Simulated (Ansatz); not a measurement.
The calculation used DFT, LDA (PW92), plane waves (420 eV) with PAW, scalar-relativistic (Ansatz). (PAW data from PBE, frozen cores regenerated.)

An element in the hcp structure gives this curve. The cell is scaled uniformly from the relaxed one, with fractional coordinates and shape fixed. Energies are extrapolated to zero smearing, pressures are those at the given smearing. Magnetic state: spin not included.

| V (Å³/atom) | E − E₀ (meV/atom) | P (GPa) |
| --- | --- | --- |
| 9.593 | 117.9 | 32.87 |
| 10.029 | 47.8 | 19.20 |
| 10.465 | 10.9 | 8.45 |
| 10.901 | 0.0 | -0.02 |
| 11.337 | 9.6 | -6.68 |
| 11.773 | 35.2 | -11.91 |
| 12.209 | 73.5 | -15.99 |

Problem. Which element is it?
A. vanadium
B. copper
C. zinc
D. iron

Solution. B. Its fit is V₀ = 10.90 Å³/atom, B₀ = 187 GPa, B₀′ = 5.0.
